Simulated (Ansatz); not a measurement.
# Structure map: energy, volume and gap of polymorphs

A comparison from first-principles data. Relaxing one composition in several structure types shows which are competitive, which pressure would favour, and how volume and gap change with structure.

The yardstick is InP, zinc blende. The reference is the lowest phase computed, which need not be the stable form in nature.

**Data**

Methods, by column (Ansatz, a plane-wave PAW program): energy: PBE, total energy at 0 K with the change to a 700 eV cutoff added (comparable within one formula alone); volume per atom: PBE, relaxed cell; gap: PBE; bulk modulus: PBE, equation-of-state fit.

Definitions used: ΔE = E − E_ref; ΔV = V − V_ref; temperature scale ΔE/k_B = 11.605 K/meV × ΔE.

```csv
crystal,E (eV/atom),V (Å³/atom),gap (eV),B₀ (GPa),ΔE (meV/atom),ΔV (Å³/atom),ΔE/k_B (K)
"InP, cinnabar type, P6₂22",−3176.831,23.70,0.00,–,173.0,−2.75,2000
"InP, NiAs type",−3176.702,21.60,0.00,70.9,302.0,−4.85,3500
"InP, PtS type, P4₂/mmc",−3176.487,27.16,0.00,37.6,517.0,0.71,6000
"InP, zinc blende, reference",−3177.004,26.45,0.44,59.2,0.0,0.00,0
```

Started from generated or typed cells, with no claim that the phase is known: InP, cinnabar type, P6₂22; InP, NiAs type; InP, PtS type, P4₂/mmc. Runs started from generated or typed cells of the structure named: InP, zinc blende. No gap (0.00) means none at this level, which can close a small real gap. Spin–orbit coupling is left out unless named; it moves the gap of InP, zinc blende by under 0.05 eV.

**Worked example**

Worked for InP, cinnabar type, P6₂22:

- ΔE = 1000 × (−3176.831 − (−3177.004)) = 173.0 meV/atom
- ΔV = 23.70 − 26.45 = −2.75 Å³/atom
- ΔE/k_B: 11.605 × 173.0 = 2000 K

**Result**

In order of ΔE, lowest first: InP, zinc blende (0.0 ± 5.0), InP, cinnabar type, P6₂22 (173.0 ± 5.0), InP, NiAs type (302.0 ± 5.0), InP, PtS type, P4₂/mmc (517.0 ± 5.0). The ± follows from allowances picked for this note (energy 0.004 eV/atom, 3 meV/atom on the figure itself), carried to first order and added in quadrature, each row's own inputs moving alone; ≈ joins neighbours closer than their two ± added in quadrature.

Denser than the reference, so favoured by pressure; with fixed volumes the enthalpies cross at P ≈ 0.1602 ΔE/|ΔV|: InP, NiAs type 0.1602 × 302.0/4.85 = 10.0 GPa, InP, cinnabar type, P6₂22 0.1602 × 173.0/2.75 = 10 GPa. Each is against the reference alone, so another phase may come first, and differences in compressibility move them.

**Caveats**

Vibrational free energy is left out, and phases that were not computed could lie lower. Rows are a sample of the computed phases of this formula. Limits of the draw: a spread of over 30 meV/atom, none over 0.9 eV/atom above the reference, within 8 meV/atom of the lowest or within 3 meV/atom of a neighbour. As a rule kept out of such tables: 4f compounds, open-shell compounds run without a Hubbard term, cells found unstable in the tests at hand, cells close to a higher symmetry, and runs set to a pressure or over 12 % in volume from the crystal's fullest run. A dash marks a value that is not given here.
